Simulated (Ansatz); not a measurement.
AlNi (CsCl type, Pm-3m) at seven volumes, DFT-PBEsol in the program Ansatz with PAW potentials, scaled uniformly. One row is withheld.

| V (Å³/atom) | P (GPa) |
|---|---|
| 10.672 | 19.97 |
| 11.024 | 12.21 |
| 11.376 | ? |
| 11.727 | -0.02 |
| 12.079 | -4.82 |
| 12.431 | -8.91 |
| 12.783 | -12.39 |

Q: Fit the shown pressures and predict the withheld one.

A: P = (3/2)B₀(x^(7/2) − x^(5/2))[1 + (3/4)(B′ − 4)(x − 1)] with x = (V₀/V)^(2/3). Least squares on the six rows gives V₀ = 11.726 Å³/atom, B₀ = 173 GPa, B′ = 4.32. At V = 11.376, x = 1.0204 and P = 5.60 GPa. The run itself gave 5.60 GPa.

The PBEsol relaxation kept the symmetry of its start; of distortions, only those at the zone centre were tested. The workflow began spin-polarised and lost its moments.

Potentials: the later of the program's two PAW sets.
